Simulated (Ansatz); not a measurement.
Relaxing indium (dhcp)

All numbers below come from DFT, BLYP, plane waves (420 eV) with PAW, scalar-relativistic (Ansatz 0.2.0). (PAW data from PBE, frozen cores regenerated.)

k-point mesh 11×11×3, Fermi-Dirac smearing 0.1 eV, no spin polarisation. Cell and atoms relax.

Starting structure:

```
CELL_PARAMETERS angstrom
3.33139 0.00000 0.00000
-1.66570 2.88507 0.00000
0.00000 0.00000 10.88033
ATOMIC_POSITIONS crystal
In 0.00000 0.00000 0.00000
In 0.00000 0.00000 0.50000
In 0.33333 0.66667 0.25000
In 0.66667 0.33333 0.75000
```

The pressure at the start is 6.2 GPa. By how much does the volume change?

From 26.14 to 31.16 Å³ per atom, 19.2 %. The final cell has a = 3.539 Å, c = 11.490 Å (c/a = 3.246).

How much energy does the relaxation gain?

80.4 meV per atom.
